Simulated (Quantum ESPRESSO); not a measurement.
## Calculated data, Si₇N (made-up cell)

Computed with Quantum ESPRESSO 7.5. Calculation on a made-up crystal cell, not a measurement: periodic Kohn-Sham density functional theory in plane waves with PseudoDojo standard norm-conserving scalar-relativistic pseudopotentials, each functional with its own files (v0.5 for PBE, v0.4.1 for LDA and PBEsol), no spin polarisation, no spin-orbit coupling, atoms not relaxed, stress positive in tension, energies less a fixed whole-eV offset for each atom's element; levels are Kohn-Sham levels at fractions of this cell's reciprocal vectors, counted from the reference band (half the neutral cell's valence electrons, rounded up) at Gamma; error bars cover cutoff and k-mesh only, not smearing or the files; added strain carries the atoms with the cell, and shear is the tensor component; each bar is the largest change over components, and at least 0.002 eV, 0.002 eV per angstrom or 0.02 GPa; energies are for the whole cell, and the offsets were chosen from early runs and are not element reference energies.

Common to all runs: lattice type zincblende/diamond; functional pbe; cutoff 1143 eV; fermi dirac smearing 0.1 eV; scf tolerance 1e-07 eV; electrons removed 0; k mesh 6 x 6 x 6, shifted by half a step.

```json
{"entry": 1, "formula": "Si7N", "kind": "made-up cell", "structure": {"cell_angstrom": [[5.5126, 0.0, 0.0], [0.0, 5.5126, 0.0], [0.0, 0.0, 5.5126]], "atoms_fractional": [["Si", -0.00637, -0.02917, 0.00976], ["Si", 0.00947, 0.49588, 0.48712], ["Si", 0.4895, -0.01255, 0.49831], ["N", 0.48462, 0.51854, 0.01074], ["Si", 0.25846, 0.25248, 0.26585], ["Si", 0.24872, 0.7427, 0.74785], ["Si", 0.75904, 0.24605, 0.75912], ["Si", 0.74965, 0.75337, 0.23238]]}, "given": {"atom_site": [1, 2, 3, 4, 5, 6, 7, 8], "atom_energy_offset [eV]": [-115, -115, -115, -283, -115, -115, -115, -115]}, "results": {"free_energy_less_offsets [eV]": 3.199, "smearing_term_minus_ts [eV]": -0.04241, "scf_iterations": 11, "pressure [GPa]": -8.27, "stress_xx [GPa]": 8.035, "stress_yy [GPa]": 8.262, "stress_zz [GPa]": 8.513, "stress_yz [GPa]": 0.9844, "stress_xz [GPa]": 3.116, "stress_xy [GPa]": 0.1924, "force_site": [1, 2, 3, 4, 5, 6, 7, 8], "force_x [eV/angstrom]": [1.61, -1.12, 1.27, 0.4114, 0.3959, 0.7408, -0.8941, -2.414], "force_y [eV/angstrom]": [2.359, 0.3552, 0.5542, -0.1349, 0.03427, -1.065, 0.2992, -2.402], "force_z [eV/angstrom]": [-1.116, 0.7937, 0.4591, -0.1207, -2.146, 1.251, -0.03147, 0.9107], "fermi_level [eV]": 0.5519, "reference_band": 17, "level_k_point": ["Gamma", "(1/2,1/2,1/2)", "(0.15,0,0)", "(0,0.15,0)", "(0,0,0.15)"], "next_band_up [eV]": [1.039, 1.742, 1.213, 1.232, 1.277], "error_bar_energy [eV]": 0.01304, "error_bar_stress [GPa]": 0.02, "error_bar_force [eV/angstrom]": 0.006596, "error_bar_next_band_up [eV]": 0.002, "error_bar_fermi_level [eV]": 0.00237, "error_bars_from": "tighter rerun of a related cell"}}
{"entry": 2, "formula": "Si7N", "kind": "made-up cell", "structure": {"cell_angstrom": [[5.5126, 0.0, 0.0], [0.0, 5.5126, 0.0], [0.0, 0.0, 5.5126]], "atoms_fractional": [["Si", -0.00637, -0.01975, 0.00976], ["Si", 0.00947, 0.49588, 0.48712], ["Si", 0.4895, -0.01255, 0.49831], ["N", 0.48462, 0.51854, 0.01074], ["Si", 0.25846, 0.25248, 0.26585], ["Si", 0.24872, 0.7427, 0.74785], ["Si", 0.75904, 0.24605, 0.75912], ["Si", 0.74965, 0.75337, 0.23238]]}, "given": {"atom_site": [1, 2, 3, 4, 5, 6, 7, 8], "atom_energy_offset [eV]": [-115, -115, -115, -283, -115, -115, -115, -115]}, "results": {"free_energy_less_offsets [eV]": 3.093, "smearing_term_minus_ts [eV]": -0.04201, "scf_iterations": 11, "pressure [GPa]": -8.452, "stress_xx [GPa]": 8.337, "stress_yy [GPa]": 8.285, "stress_zz [GPa]": 8.736, "stress_yz [GPa]": 0.9484, "stress_xz [GPa]": 2.675, "stress_xy [GPa]": 0.3774, "force_site": [1, 2, 3, 4, 5, 6, 7, 8], "force_x [eV/angstrom]": [1.499, -1.12, 1.271, 0.4157, 0.4385, 0.6471, -0.9873, -2.164], "force_y [eV/angstrom]": [1.735, 0.3849, 0.4965, -0.1128, 0.1319, -0.9227, 0.4505, -2.163], "force_z [eV/angstrom]": [-0.9231, 0.799, 0.4596, -0.1224, -2.098, 1.355, -0.1457, 0.6756], "fermi_level [eV]": 0.5926, "reference_band": 17, "level_k_point": ["Gamma", "(1/2,1/2,1/2)", "(0.15,0,0)", "(0,0.15,0)", "(0,0,0.15)"], "next_band_up [eV]": [1.135, 1.787, 1.309, 1.311, 1.368], "error_bar_energy [eV]": 0.01304, "error_bar_stress [GPa]": 0.02, "error_bar_force [eV/angstrom]": 0.006596, "error_bar_next_band_up [eV]": 0.002, "error_bar_fermi_level [eV]": 0.00237, "error_bars_from": "tighter rerun of this cell"}}
```
